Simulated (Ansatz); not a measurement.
AlCu (CsCl type, Pm-3m), the program Ansatz at the PBEsol level (PAW), all energies at zero smearing, with the estimated change up to a 700 eV cutoff added, with one set of potentials and settings (totals compare only within such a set). Cell of 2 atoms (1 Al, 1 Cu): -7113.633 eV.

```json
[
 {"element": "Al", "reference phase": "Fm-3m, 1 atoms in the cell", "E (eV/atom)": "-524.5507"},
 {"element": "Cu", "reference phase": "Fm-3m, 1 atoms in the cell", "E (eV/atom)": "-6588.7768"}
]
```

Formation energy per atom, worked out: (-7113.633 − 1×(-524.5507) − 1×(-6588.7768))/2 = -0.153 eV/atom (-15 kJ per mol of atoms), at 0 K, without zero-point energy or fitted corrections.

The first step of the workflow began from a Materials Project structure, measured or hypothetical; the Crystallography Open Database copy checked does not list it. COD files the formula under space group No. 12. Its standing as an ambient phase is unchecked. The PBEsol relaxation kept the symmetry of its start. At this level the phase is mechanically unstable. The run is not spin-polarised. The references are the lowest solids computed at this level, not always the standard phases.

Potentials: the later of the program's two PAW sets.
